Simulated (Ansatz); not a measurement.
A relaxed structure of SrVO₃. Level of theory: PBEsol (plane waves to 420 eV, PAW, scalar-relativistic; Ansatz, a first-principles code).

```xyz
5
Lattice="3.8095 0.0000 0.0000 0.0000 3.8095 0.0000 0.0000 0.0000 3.8095" Properties=species:S:1:pos:R:3 pbc="T T T"
Sr     0.0000     0.0000     0.0000
V      1.9047     1.9047     1.9047
O      0.0000     1.9047     1.9047
O      1.9047     1.9047     0.0000
O      1.9047     0.0000     1.9047
```

Problem. Determine the symmetry and give the standard cell with its independent sites.

Solution. Space group Pm-3m (No. 221); a = b = c = 3.809 Å, α = β = γ = 90.00°

```tsv
atom	site	symmetry	x	y	z
Sr	1a	m-3m	0.0000	0.0000	0.0000
V	1b	m-3m	0.5000	0.5000	0.5000
O	3c	4/mm.m	0.0000	0.5000	0.5000
```

This is the cubic perovskite type.

Problem. Give the shortest distances between elements (the closest pairs, up to four, under 3.6 Å).

Solution. O–V 1.90 Å; O–Sr 2.69 Å; O–O 2.69 Å; Sr–V 3.30 Å.

The volume per atom is 11.06 Å³ and the band gap is no gap (metallic). The magnetic moment is zero (the starting moments vanished).

No spin polarisation in the result: the starting moments vanished. The relaxed primitive cell holds an odd number of electrons. A magnetic state may lie lower. The d or f electrons are treated with no Hubbard U.

The run could not lose the symmetry of its start.

All atoms sit on sites fixed by symmetry, so only the cell could relax.
